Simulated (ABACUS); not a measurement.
Consider a self-consistent single point of Ge (Fd-3m, 8 atoms in the cell; from Materials Project mp-32, changed as shown).

```xyz
8
Lattice="5.5614 0.0000 0.0000 0.0000 5.5614 0.0000 0.0000 0.0000 5.5614" Properties=species:S:1:pos:R:3 pbc="T T T"
Ge     2.7807     0.0000     2.7807
Ge     1.3903     1.3903     1.3903
Ge     2.7807     2.7807     0.0000
Ge     1.3903     4.1710     4.1710
Ge     0.0000     0.0000     0.0000
Ge     4.1710     1.3903     4.1710
Ge     0.0000     2.7807     2.7807
Ge     4.1710     4.1710     1.3903
```

Computed with PBE, numerical atomic orbitals TZDP (confined pseudo-atomic orbitals with Gaussian additions; energy shift 0.003 Ry), PseudoDojo 0.5 standard norm-conserving PBE (tails mended) pseudopotentials run with ABACUS 3.10.1.

ABACUS settings:

* **basis**: TZDP numerical atomic orbitals, energy shift 0.003 Ry
* **KPT**: Gamma 4 4 4 0 0 0
* **basis_type**: lcao
* **dft_functional**: PBE
* **ecutwfc**: 100 Ry
* **smearing_method**: fd
* **smearing_sigma**: 0.00999582 Ry
* **potentials**: PseudoDojo 0.5 standard norm-conserving PBE (tails mended)
* **symmetry**: 1
* **symmetry_prec**: 1e-05
* **ks_solver**: genelpa
* **scf_nmax**: 100
* **scf_thr**: 1.0e-07
* **mixing_type**: broyden
* **mixing_beta**: 0.7

Results:

```
Property                                                   Value
------------------------------------------------  --------------
Number of valence electrons                                  112
Number of bands                                               68
Number of k-points after the program's reduction              10
Size of the basis                                            312
Number of SCF iterations                                       8
Free energy E − TS                                -19443.4755 eV
Pressure                                                8.69 GPa
```

Stress (GPa, positive for compression):
```
8.69  0.00  0.00
0.00  8.69  0.00
0.00  0.00  8.69
```

For comparison: a first run was changed to give this one (lattice scaled by 0.98), and from it to this one the free energy goes up by 50.0 meV/atom and the pressure goes from 3.55 to 8.69 GPa.

The atom-centred basis is finite, which shifts total energies and pressures against plane waves. The structure comes from a collection of computed structures, made at another level of theory; the collection holds predicted forms beside known ones. No clean gap shows at this smearing width and mesh (spacing up to 0.28 Å⁻¹); the mesh is coarse for partly filled bands, so the values carry mesh errors. Semi-local functionals can close small gaps.

Cost on one core: very roughly 110 core-seconds.

The atomic orbitals were generated for these runs; they are not ABACUS's published sets and were checked against plane waves on a few crystals only.

“Tails mended”: in these copies of the files the far tail of each local potential was reset to the Coulomb form.
